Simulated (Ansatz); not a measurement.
## Pt: computed property card

Pt:
```
Pt
1.0
    2.60375     0.00000     0.00000
    0.00000     2.60375     0.00000
    0.00000     0.00000     2.60375
Pt
1
Direct
  0.00000   0.00000   0.00000
```

Space group Pm-3m (No. 221), simple cubic; conventional cell a = 2.604 Å, b = 2.604 Å, c = 2.604 Å, α = 90.00°, β = 90.00°, γ = 90.00°.

Method: r²SCAN in the plane-wave PAW code Ansatz. Geometry: relaxed at this level of theory. Other levels are named where they apply.

### Cell and energy

| Property | Result |
|---|---|
| Volume per atom | 17.65 Å³ |
| Density | 18.35 g/cm³ |

### Electronic structure

| Quantity | Result |
|---|---|
| Electronic character | metallic (no gap) |
| Density of states at the Fermi level | 1.3 states/eV per atom (mean over ±0.08 eV) |
| Gap with spin–orbit coupling | none (metallic) |

### Mechanics

| Item | Value |
|---|---|
| Bulk modulus (Birch–Murnaghan fit) | 204 GPa |
| Pressure derivative B′ | 5.4 |
| Elastic constants (relaxed ions, GPa) | C11 = 475, C12 = 70.2, C44 = 10.7 |
| Mechanical stability | stable (all eigenvalues of C positive) |

A made-up cell: these elements were put on the sites of a structure type; neither database checked (COD, Materials Project) lists it. It is not the phase usual at ambient conditions (space group No. 225). The cell was relaxed with r²SCAN under the symmetry of its start; its stability against distortions is not shown here. The run is not spin-polarised. As this level gives no gap, shear constants depend on the k-mesh and smearing (Fermi–Dirac, 0.1 eV here). Spin–orbit coupling is left out wherever it is not named.

Potentials: the later of the program's two PAW sets.
